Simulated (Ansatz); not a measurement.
MgF2:
```
MgF2
1.0
    4.62595     0.00000     0.00000
    0.00000     4.62595     0.00000
    0.00000     0.00000     3.04928
Mg F
2 4
Direct
  0.50000   0.50000   0.50000
  0.00000   0.00000   0.00000
  0.69707   0.69707   0.00000
  0.30293   0.30293   0.00000
  0.80293   0.19707   0.50000
  0.19707   0.80293   0.50000
```

Relaxed with r²SCAN.

Question: Tabulate the valence density and the electron localisation function along the shortest Mg–F contact (1.98 Å), the program Ansatz at the r²SCAN level (PAW).

Answer: 

```tsv
distance from Mg (Å)	density (e/Å³)	ELF
0.20	23.38	0.14
0.30	16.55	0.23
0.40	9.89	0.32
0.50	4.79	0.35
0.59	1.81	0.27
0.69	0.58	0.12
0.79	0.28	0.05
0.89	0.28	0.07
0.99	0.35	0.23
1.09	0.51	0.56
1.19	0.80	0.75
1.29	1.30	0.81
1.39	2.21	0.82
1.49	3.77	0.81
1.59	6.09	0.77
1.68	8.95	0.69
1.78	11.81	0.57
```

The density is the valence pseudo-density with augmentation charge, so density and ELF within about 1 Å of a nucleus are not all-electron values.

Space group P4_2/mnm (rutile). The cell was relaxed with r²SCAN under the symmetry of its start.

Potentials: the earlier of the program's two PAW sets. The files were generated under PBE; for other functionals the program regenerates the frozen cores, and for LDA and PBEsol the local potential too.
